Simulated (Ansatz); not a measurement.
Relaxed-ion elastic tensor of YSb (rock salt, Fm-3m) in GPa (Voigt order), the program Ansatz at the PBEsol level (PAW); density 6.11 g/cm³, 28.61 Å³ per atom.

|  | 1 | 2 | 3 | 4 | 5 | 6 |
|---|---|---|---|---|---|---|
| 1 | 162 | 17.1 | 17.1 | 0.0 | 0.0 | 0.0 |
| 2 | 17.1 | 162 | 17.1 | 0.0 | 0.0 | 0.0 |
| 3 | 17.1 | 17.1 | 162 | 0.0 | 0.0 | 0.0 |
| 4 | 0.0 | 0.0 | 0.0 | 23.0 | 0.0 | 0.0 |
| 5 | 0.0 | 0.0 | 0.0 | 0.0 | 23.0 | 0.0 |
| 6 | 0.0 | 0.0 | 0.0 | 0.0 | 0.0 | 23.0 |

Is the crystal mechanically stable?

Yes: the smallest eigenvalue of C is 23.0 GPa.

Work out the Voigt, Reuss and Hill averages.

K_V = 65.4, K_R = 65.4, K_H = 65.4; G_V = 42.8, G_R = 31.7, G_H = 37.3 GPa.

Give Young's modulus, Poisson's ratio, Pugh's ratio and the universal anisotropy index.

E = 9KG/(3K + G) = 94.0 GPa; ν = 0.26; K/G = 1.76 (near the Pugh limit of 1.75, no verdict); A_U = 5G_V/G_R + K_V/K_R − 6 = 1.76.

Estimate the sound speeds and the Debye temperature.

v_l = √((K + 4G/3)/ρ) = 4340 m/s, v_t = √(G/ρ) = 2470 m/s, mean 2740 m/s; Θ = (h/k)(3n/4πV)^(1/3) v_m = 267 K.

Give the Zener ratio and Young's modulus along [100], [110] and [111].

A = 2C44/(C11 − C12) = 0.32; 1/E = S11 − 2(S11 − S12 − S44/2)Γ with Γ = 0, 1/4, 1/3 gives 159, 73.0, 61.9 GPa.

Solve the Christoffel equation for the three sound speeds along [100], [110], [111].

Eigenvalues of C_ijkl n_j n_l equal ρv². In km/s, slowest first: [100] 1.94, 1.94, 5.15; [110] 1.94, 3.44, 4.29; [111] 3.03, 3.03, 3.97.

The workflow started from a Materials Project entry (that database holds measured and hypothetical structures alike); the Crystallography Open Database files this formula in space group No. 225, but the cells were not matched. Whether it is the stable phase at ambient conditions was not checked. The cell was relaxed with PBEsol under the symmetry of its start; of distortions, only those at the zone centre were tested. No spin polarisation was allowed. As this level gives no gap, shear constants depend on the k-mesh and smearing (Fermi–Dirac, 0.1 eV here). Spin–orbit coupling is left out wherever it is not named.

Potentials: the later of the program's two PAW sets.
